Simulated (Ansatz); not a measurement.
Ca (fcc, Cu type)

```xyz
1
Lattice="0.0000 2.7842 2.7842 2.7842 0.0000 2.7842 2.7842 2.7842 0.0000" Properties=species:S:1:pos:R:3 pbc="T T T"
Ca     0.0000     0.0000     0.0000
```

The slice is a {110} plane (indices of the conventional cell) through the point (0.000, 0.000, 0.000) (fractional), spanned by u = [100] and v = [1 -1 -1] in vectors of this cell: u (3.94 Å) and v (5.57 Å, at 90° to u). It covers one period; positions are fractions (u, v).

These are r2SCAN (plane waves to 500 eV, PAW, scalar-relativistic; Ansatz, a quantum-chemistry and plane-wave program) values and carry that method's errors. k mesh 14×14×14. Inside the PAW spheres the values are not all-electron values, and peaks at nuclei hang on which shells count as valence. Ca was relaxed with its symmetry unable to fall.

### Question
What is the ELF at the midpoint of the shortest Ca–Ca line in this plane (3.94 Å)?

### Answer
0.4.

### Question
What is the valence density on the shortest Ca–Ca line in this plane (3.94 Å), at its midpoint?

### Answer
0.05 e/Å³.

### Question
Predict the map of the electron localisation function (ELF) on the slice.

### Answer
```tsv
v \ u	0.00	0.13	0.26	0.39	0.52	0.65	0.78	0.91
0.88	0.84	0.70	0.06	0.22	0.48	0.09	0.18	0.80
0.75	0.06	0.08	0.28	0.54	0.58	0.49	0.18	0.06
0.62	0.66	0.66	0.62	0.53	0.49	0.56	0.64	0.66
0.50	0.71	0.70	0.62	0.46	0.39	0.51	0.66	0.71
0.38	0.66	0.66	0.62	0.53	0.49	0.56	0.64	0.66
0.25	0.06	0.08	0.28	0.54	0.58	0.49	0.18	0.06
0.12	0.84	0.70	0.06	0.22	0.48	0.09	0.18	0.80
0.00	x	0.86	0.34	0.09	0.37	0.04	0.72	x
```

Values: electron localisation function (ELF). Points within 0.5 Å of a nucleus are blanked (x), as the pseudised field means little there.
